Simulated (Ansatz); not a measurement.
# ¹⁹⁷Au nuclear quadrupole resonance in MgAu4Se4Cl4O12

Cell: a Materials Project structure (computed, not necessarily an observed phase), atoms as given.

```cif
data_structure
_symmetry_space_group_name_H-M 'P 1'
_symmetry_Int_Tables_number 1
_cell_length_a 4.8522
_cell_length_b 10.0841
_cell_length_c 11.1454
_cell_angle_alpha 84.437
_cell_angle_beta 89.965
_cell_angle_gamma 87.054
_cell_volume 542.05
loop_
_atom_site_label
_atom_site_type_symbol
_atom_site_fract_x
_atom_site_fract_y
_atom_site_fract_z
_atom_site_occupancy
Mg1 Mg 0.21270 0.86944 0.12756 1
Se2 Se 0.72918 0.83273 0.32565 1
Se3 Se 0.09420 0.72577 0.88166 1
Se4 Se 0.80009 0.29792 0.07521 1
Se5 Se 0.36581 0.15572 0.72756 1
Au6 Au 0.00243 0.57776 0.17072 1
Au7 Au 0.91151 0.01219 0.96746 1
Au8 Au 0.99211 0.41581 0.80805 1
Au9 Au 0.07721 0.99214 0.51475 1
Cl10 Cl 0.31115 0.49934 0.67338 1
Cl11 Cl 0.74536 0.47562 0.32097 1
Cl12 Cl 0.30016 0.17535 0.43317 1
Cl13 Cl 0.85846 0.80391 0.59423 1
O14 O 0.56330 0.89975 0.19895 1
O15 O 0.69445 0.34864 0.92867 1
O16 O 0.01919 0.74901 0.25450 1
O17 O 0.03352 0.16447 0.06257 1
O18 O 0.07195 0.40668 0.09388 1
O19 O 0.82075 0.83774 0.89873 1
O20 O 0.21961 0.69521 0.03888 1
O21 O 0.02691 0.23401 0.74847 1
O22 O 0.92942 0.96765 0.34426 1
O23 O 0.88436 0.59482 0.87264 1
O24 O 0.44901 0.08461 0.86477 1
O25 O 0.22049 0.00871 0.68044 1
```

Atom numbers follow the list; atoms alike are taken as one site, whose name carries the number of the first.

Level of theory: DFT, PBE, plane waves and PAW, scalar-relativistic, 420 eV cutoff, Γ-centred 7×4×3 k-points, Fermi–Dirac smearing 0.05 eV (Ansatz 0.2.0).

¹⁹⁷Au: I = 3/2, Q = 547.0 mb (year-2017 value). Static lattice, zero field.

**Question.** Predict the zero-field ¹⁹⁷Au lines of each site.

**Answer.** For I = 3/2 there is one line, ν = (|C_Q|/2)(1 + η²/3)^½.

```json
{"site": "Au6", "atoms": "6", "V_zz (10²¹ V/m²)": "-9.81", "C_Q (MHz)": "-130", "η": "0.31", "line frequencies (MHz)": "65.9"}
{"site": "Au7", "atoms": "7", "V_zz (10²¹ V/m²)": "20.7", "C_Q (MHz)": "274", "η": "0.61", "line frequencies (MHz)": "145.3"}
{"site": "Au8", "atoms": "8", "V_zz (10²¹ V/m²)": "-9.75", "C_Q (MHz)": "-129", "η": "0.67", "line frequencies (MHz)": "69.2"}
{"site": "Au9", "atoms": "9", "V_zz (10²¹ V/m²)": "11.71", "C_Q (MHz)": "155", "η": "0.49", "line frequencies (MHz)": "80.4"}
```

The largest force is 0.3 eV/Å, so the atoms aren't at the calculated equilibrium and relaxing them would move these values. Spin–orbit coupling is left out, which shifts gradients on Au by a few per cent in wide-gap crystals, and can shift them far more where the calculated gap is small or absent, as here.

The run took 6.4 min of wall time (13 min of CPU time) and 2.7 GiB at its peak, on 2 threads of Arm Neoverse V2 (aarch64; 8 cores open to the job, memory cap 5.0 GiB, no GPU), a shared host with a load of 0.4 a core.
